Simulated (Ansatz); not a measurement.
This Na4Au structure is the end of a relaxation. The cell was found from a structure generator's guess, not taken from experiment.

These are results of DFT PBE, scalar-relativistic, plane waves, PAW in Ansatz, not measurements. Cutoff 420 eV, Γ-centred mesh, Gaussian smearing, no spin polarisation.

```xyz
5
Lattice="4.7944 0.0000 0.0000 -2.3972 4.1521 0.0000 0.0000 0.0000 9.9124" Properties=species:S:1:pos:R:3 pbc="T T T"
Na    0.0000    2.7680    0.0000
Na    2.3972    1.3840    0.0000
Na    2.3972    1.3840    6.5271
Na    2.3972    1.3840    3.3853
Au    0.0000    2.7680    4.9562
```

Formation energies are uncorrected and refer to the elements' standard structures at the same level.

(1) What space group does it have?

(2) How far does it lie from the elements in energy?

(3) Is it a metal?

Results:

(1) P-6m2 (No. 187). Conventional cell: a = 4.794 Å, c = 9.912 Å. Around Na on a site of symmetry -6m2 lie 3 Na at 2.77 Å; Na on a second site of symmetry -6m2 has 3 Na at 2.77 Å and 2 Na at 3.39 Å; Na on a site of symmetry 3m is surrounded by 1 Na at 3.14 Å, 3 Au at 3.18 Å and 1 Na at 3.39 Å; around Au lie 6 Na at 3.18 Å.

(2) +0.20 eV/atom. It can't be a ground state, since the elements alone are lower.

(3) Yes, bands cross the Fermi level on the 12×12×4 mesh.

The last run used a 12×12×4 mesh (in the run's order of axes) for its 5-atom cell and Gaussian smearing of 0.10 eV. Spin–orbit coupling, which can matter for Au, is left out. A structure relaxed within its symmetry needn't be a true minimum.
